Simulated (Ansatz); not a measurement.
# A short bond in YCu

```yaml
crystal:
  lattice:
    - [3.45812, 0.00000, 0.00000]
    - [0.00000, 3.45812, 0.00000]
    - [0.00000, 0.00000, 3.45812]
  atoms:
    - { symbol: Y, position: [0.00000, 0.00000, 0.00000] }
    - { symbol: Cu, position: [0.50000, 0.50000, 0.50000] }
```

The cell is Materials Project entry mp-712, used as a structure alone.

Its shortest bond, of 2.995 Å between atom 1 (Y) and the nearest image of atom 2 (Cu), is scaled by moving both atoms along it, with the cell held. The force apart is half the difference of the two atoms' forces along the bond; it holds the pull and push of their other neighbours too.

Level of theory: DFT with PBEsol, scalar-relativistic, in Ansatz 0.2.0; a Γ-centred 9×9×9 k mesh, Fermi–Dirac smearing of 0.05 eV, no spin polarisation. LAPW: all electrons, basis error target 1 meV/atom; PAW: frozen-core files, cutoff 420 eV; crystal datasets: all electrons, by PAW datasets that the program makes for each cell; PAW (cutoff 800 eV): frozen-core files, cutoff 800 eV.

Energies are extrapolated to zero smearing and count from the unscaled cell; pressure is positive in compression; gaps take the mesh and a band path. No temperature or zero-point motion is included.

The PAW files were made under PBE.

```
bond (Å)  force apart (eV/Å)  P LAPW (GPa)  ΔE LAPW (eV/atom)  P PAW − LAPW (GPa)  ΔE PAW − LAPW (meV/atom)  force PAW − LAPW (eV/Å)
   2.995                0.00             ?              0.000                0.00                       0.0                    0.000
   2.276                3.85          8.67              0.511                0.01                       0.3                    0.008
   1.917               11.10          26.9              1.739                0.17                       6.4                    0.086
   1.737               20.43             ?              3.100                0.40                      18.6                    0.215
```

**Question.** Give the missing entry: row "2.995", column "P LAPW (GPa)".

**Answer.** -2.28.

**Question.** What belongs in the row "1.737", column "P LAPW (GPa)"?

**Answer.** 46.2.

**Question.** At the last bond length, how far do crystal datasets and PAW (cutoff 800 eV) lie from LAPW in pressure and in the largest force component?

**Answer.** crystal datasets: 0.00 GPa, 0.000 eV/Å; PAW (cutoff 800 eV): +0.39 GPa, 0.122 eV/Å, on a LAPW pressure of 46.2 GPa.

**Question.** How do the Löwdin populations by LAPW change from the unscaled cell to the last row, on the two atoms of the bond?

**Answer.** Y1 5s 0.87 → 0.79, Y1 4d 2.38 → 2.73, Cu2 3s 1.98 → 1.95, Cu2 4s 0.97 → 1.01, Cu2 3d 9.69 → 9.48 electrons an atom. These are projections on the shells that the free atoms fill; 0.19 e a cell lies outside them at the start and 0.19 e at the end.
